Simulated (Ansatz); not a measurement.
## AuCu3-type YbOs3

Level of theory: DFT, PBE, scalar-relativistic, no spin polarisation; plane waves to 420 eV with PAW datasets (Ansatz 0.2.0), Γ-centred 8×8×8 mesh, 0.05 eV Gaussian smearing; PAW files: Ansatz's generated set soft_2.

```
Yb Os
1.0
     4.01262    0.00000    0.00000
     0.00000    4.01262    0.00000
     0.00000    0.00000    4.01262
Yb Os
1 3
Cartesian
  0.0000 0.0000 0.0000
  0.0000 2.0063 2.0063
  2.0063 2.0063 0.0000
  2.0063 0.0000 2.0063
```

The structure was built from a prototype; whether the compound forms in it isn't claimed.

The cell above was scaled in volume, its shape and atoms being fixed by the lattice's symmetry. Energies are counted from the cell above.

The cell is relaxed to zero pressure at this level.

| V (Å³/atom) | ΔE (meV/atom) | P from the stress (GPa) |
| --- | --- | --- |
| 15.264 | 39.53 | 15.07 |
| 15.506 | 20.28 | 10.48 |
| 15.829 | 4.86 | 4.94 |
| 16.152 | 0.00 | 0.00 |
| 16.475 | 4.54 | -4.40 |
| 16.798 | 17.45 | -8.31 |
| 17.283 | 50.50 | -13.39 |
| 17.767 | 97.64 | -17.63 |

Task: Do the energies and the pressures agree? Compare −ΔE/ΔV between neighbouring points (1 meV/Å³ = 0.1602 GPa) with the mean of their pressures.

Result: 
```csv
interval (Å³/atom),−ΔE/ΔV (GPa),mean P (GPa)
15.26 to 15.51,12.7,12.8
15.51 to 15.83,7.6,7.7
15.83 to 16.15,2.4,2.5
16.15 to 16.48,-2.3,-2.2
16.48 to 16.80,-6.4,-6.4
16.80 to 17.28,-10.9,-10.8
17.28 to 17.77,-15.6,-15.5
```
They differ by 0.08 GPa at most.

Task: What do the two routes give for V0, B0 and B0′?

Result: A third-order Birch–Murnaghan fit of the energies: V0 = 16.15 Å³/atom, B0 = 233 GPa, B0′ = 4.8. A polynomial of P in ln V, with B = −dP/d ln V at P = 0: V0 = 16.15 Å³/atom, B0 = 233 GPa, B0′ = 4.8.

B0·V0 = 232.8 GPa × 16.15 Å³ = 23.46 eV/atom sets the scale: near the minimum ΔE ≈ ½ B0 V0 x², with x = V/V0 − 1, and a pressure of 2.3 GPa squeezes the volume by about 1 %. At the ends of the curve: x = −5.5 % predicts 35.4 meV/atom and the run gives 39.5; x = +10.0 % predicts 117.4 meV/atom and the run gives 97.6. The curve is steeper than the parabola on the compressed side and flatter on the expanded side: the bulk modulus rises with pressure.

Without a U the 4f levels of Yb lie too near the Fermi level, so their share of the states there, and what hangs on it, is overstated. No spin–orbit coupling, a notable omission for heavy elements. Spin polarisation wasn't allowed in this run, so with an open shell this may not be the ground state. The run is a metal.
